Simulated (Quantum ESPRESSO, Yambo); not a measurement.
For Cs2NaScF6 (space group Fm-3m, No. 225), Yambo gives the independent-particle static dielectric constant along x as 2.51 on PBEsol bands and 2.08 after a scissor of 4.98 eV widens every gap (4×4×4 mesh, 146 bands, 3 Ry local-field block, 0.2 eV broadening).

**Question.** A scissor keeps the position matrix elements. In a one-oscillator model, how does ε − 1 scale, and what mean transition energy do the two values imply?

**Answer.** Each transition adds |r|²/E to ε − 1, so ε − 1 ∝ 1/(E0 + Δ). Then (2.08 − 1)/(2.51 − 1) = E0/(E0 + Δ) = 0.715, and E0 = Δ(ε' − 1)/(ε − ε') = 12.5 eV. The computed Im ε, weighted by 1/E up to 20 eV, has its mean at 11.7 eV; the smallest direct PBEsol gap is 6.84 eV. The scissor comes from a G0W0 run whose convergence isn't established. Convergence of the RPA response with its 4×4×4 mesh was not tested.

Bands from Quantum ESPRESSO.

Geometry of the Materials Project entry, not relaxed at this level; primitive cell a = b = c = 6.3589 Å, α = β = γ = 60.00°.

The structure is a Materials Project entry; no match was found in the copy of COD used, and its stability was not checked.
